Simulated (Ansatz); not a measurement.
# Pressure against volume: Sc

Space group Fm-3m (No. 225). a = 4.541 Å, b = 4.541 Å, c = 4.541 Å, α = 90.00°, β = 90.00°, γ = 90.00°
```csv
atom,site,symmetry,x,y,z
Sc,4a,m-3m,0.0000,0.0000,0.0000
```

The runs use the primitive cell with vectors (0.000, 2.271, 2.271), (2.271, 0.000, 2.271), (2.271, 2.271, 0.000) Å, to which the k mesh refers.

The cell is COD entry 9008483, as deposited and not checked against the literature; nothing was relaxed.

Spin polarisation is left out, and whether a magnetic state lies lower isn't shown here.

All numbers are computed: DFT, PBEsol, all-electron LAPW, scalar-relativistic (Ansatz 0.2.0); DFT, PBEsol, PAW with Ansatz's default frozen-core files, scalar-relativistic (Ansatz 0.2.0).

For LAPW: a Γ-centred 12×12×12 k mesh, Fermi–Dirac smearing of 0.03 eV, basis error target 0.25 meV/atom, no spin polarisation. PAW takes a cutoff of 420 eV at this cell (files made with PBE, cores remade for this functional). The Ansatz runs share mesh, smearing and spin set-up. Plane-wave (PAW) pressures include the program's estimate of the Pulay term.

The cell above is scaled evenly, with fractional coordinates and shape held.

```
V/V(cell)  V (Å³/atom)  P, LAPW (GPa)  P, PAW (GPa)  free energy over the lowest listed, PAW (meV/atom)
   0.9400       22.005           4.20          4.20                                                20.2
   0.9600       22.473              ?             ?                                                   ?
   0.9800       22.941           1.62          1.63                                                 3.3
   0.9900       23.176           1.04          1.04                                                 1.4
   1.0000       23.410           0.47          0.47                                                 0.3
   1.0100       23.644          -0.07         -0.07                                                 0.0
   1.0200       23.878          -0.60         -0.60                                                 0.5
   1.0400       24.346          -1.60         -1.60                                                 3.7
   1.0600       24.814          -2.52         -2.52                                                 9.8
```

**Question.** Fill in the row V/V(cell) = 0.9600.

**Answer.** P, LAPW (GPa) = 2.86, P, PAW (GPa) = 2.86, free energy over the lowest listed, PAW (meV/atom) = 9.9.

**Question.** What do Birch–Murnaghan fits to the pressures give?

**Answer.** LAPW: V0 = 23.61 Å³/atom, B0 = 54 GPa, B0′ = 2.7; PAW: V0 = 23.61 Å³/atom, B0 = 54 GPa, B0′ = 2.7.

PAW's V0 lies 0.00 % from the all-electron value and its B0 0.1 %. Symmetry fixes shape and coordinates here, so this is the relaxed modulus.
